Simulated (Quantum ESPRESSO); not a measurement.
# Moving one atom in Mg7ZnS8

Calculated results; nothing here was measured. They come from pw.x of Quantum ESPRESSO 7.5, a plane-wave density functional program, with PseudoDojo standard norm-conserving files (v0.5 for PBE, v0.4.1 for LDA and PBEsol). The cells are made up: elements, strain and atom displacements were drawn at random, and nothing was relaxed. There is no spin polarisation, spin-orbit coupling or dispersion term.

The cell has 16 sites of a zincblende or diamond lattice (two cubes along c). Sites 1 to 8 hold Mg Mg Mg Zn Mg Mg Mg Mg; sites 9 to 16 hold S S S S S S S S. Cell vectors in Å: (5.744, -0.018, -0.022); (-0.018, 5.674, 0.003); (-0.044, 0.007, 11.173). Settings: PBE, cutoff 1143 eV, 4 x 4 x 2 k mesh shifted by half a step, Fermi-Dirac smearing of 0.025 eV.

Each run shifts the S atom on site 13 along x and leaves all else fixed. Site 8 is one of its nearest neighbours. E is the free energy of the cell above the lowest run shown. The last column is band 70 less band 69 at Gamma, from a band step after each run.

| run | shift (Å) | Fx on site 13 (eV/Å) | Fx on site 8 (eV/Å) | P (GPa) | E (meV) | level step at Gamma (eV) |
| --- | --- | --- | --- | --- | --- | --- |
| 1 | -0.1588 | 1.759 | 0.014 | 0.96 | 202.0 | 2.732 |
| 2 | -0.0388 | 0.843 | 0.162 | 0.84 | 45.5 | 2.738 |
| 3 | -0.0135 | 0.646 | 0.199 | 0.82 | 26.6 | 2.738 |
| 5 | 0.0638 | 0.042 | 0.323 | 0.81 | 0.0 | 2.735 |
| 6 | 0.1329 | -0.495 | 0.448 | 0.83 | 15.6 | 2.731 |
| 7 | 0.1596 | -0.701 | 0.499 | 0.85 | 31.6 | 2.728 |
| 4 | 0.0204 | ? | ? | ? | ? | ? |

A rerun of one of these cells at 1437 eV and k mesh 6 x 6 x 4 moved values by no more than 0.005 eV in the cell's energy, 0.02 GPa in stress and 0.012 eV/Å in force.

## Worked fit

A parabola through the six runs shown gives Fx on site 13 = 0.541 - 7.74 u - 0.4 u² eV/Å, with u in Å and a scatter of 0.004 eV/Å. Minus the slope, 7.74 ± 0.08 eV/Å², is this atom's force constant along x at u = 0, with its periodic images moving too. The fitted force vanishes at u = 0.070 Å, where the energy should be lowest along this line. The error is the larger of the fit's own and the change that a cubic makes, rounded up.

## Withheld run

Question: what Fx on site 13 should run 4 give?

The fit gives 0.383 eV/Å. The calculation gave 0.381 eV/Å.

| run | shift (Å) | Fx on site 13 (eV/Å) | Fx on site 8 (eV/Å) | P (GPa) | E (meV) | level step at Gamma (eV) |
| --- | --- | --- | --- | --- | --- | --- |
| 4 | 0.0204 | 0.381 | 0.251 | 0.81 | 9.2 | 2.737 |